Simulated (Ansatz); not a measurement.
CoSn (CoSn type, space group P6/mmm)

```xyz
6
Lattice="5.2416 0.0000 0.0000 -2.6208 4.5394 0.0000 0.0000 0.0000 4.1879" Properties=species:S:1:pos:R:3 pbc="T T T"
Co     2.6208     0.0000     0.0000
Co     1.3104     2.2697     0.0000
Co    -1.3104     2.2697     0.0000
Sn     0.0000     0.0000     0.0000
Sn     0.0000     3.0263     2.0940
Sn     2.6208     1.5131     2.0940
```

The slice is a (-1 1 0 0) plane (indices of the conventional cell) through the point (0.667, 0.333, 0.500) (fractional), spanned by u = [001] and v = [110] in vectors of this cell: u (4.19 Å) and v (5.24 Å, at 90° to u). It covers one period; positions are fractions (u, v).

Level of theory: r2SCAN (plane waves to 500 eV, PAW, scalar-relativistic; Ansatz, an electronic-structure program). k mesh 10×10×11. These are valence fields of a PAW run, semicore shells included where kept as valence: close to a nucleus they are smooth pseudo fields. CoSn is run without spin polarisation. CoSn was relaxed with its symmetry unable to fall.

Q: Sketch the valence electron density on this plane as a map.

A: 
| v \ u | 0.00 | 0.12 | 0.25 | 0.38 | 0.50 | 0.62 | 0.75 | 0.88 |
|---|---|---|---|---|---|---|---|---|
| 0.90 | 0.7 | 0.2 | -0.4 | -0.5 | -0.5 | -0.5 | -0.4 | 0.2 |
| 0.80 | -0.4 | -0.5 | -0.6 | -0.3 | 0.0 | -0.3 | -0.6 | -0.5 |
| 0.70 | -0.9 | -0.8 | -0.7 | -0.3 | 0.0 | -0.3 | -0.7 | -0.8 |
| 0.60 | -1.0 | -1.0 | -0.8 | -0.6 | -0.4 | -0.6 | -0.8 | -1.0 |
| 0.50 | -1.0 | -1.0 | -0.8 | -0.6 | -0.6 | -0.6 | -0.8 | -1.0 |
| 0.40 | -1.0 | -1.0 | -0.8 | -0.6 | -0.4 | -0.6 | -0.8 | -1.0 |
| 0.30 | -0.9 | -0.8 | -0.7 | -0.3 | 0.0 | -0.3 | -0.7 | -0.8 |
| 0.20 | -0.4 | -0.5 | -0.6 | -0.3 | 0.0 | -0.3 | -0.6 | -0.5 |
| 0.10 | 0.7 | 0.2 | -0.4 | -0.5 | -0.5 | -0.5 | -0.4 | 0.2 |
| 0.00 | 1.2 | 0.7 | -0.3 | -0.6 | -0.6 | -0.6 | -0.3 | 0.7 |

Values: log₁₀ of the valence density in e/Å³. The scale is logarithmic, as a density can span decades between atoms and voids.
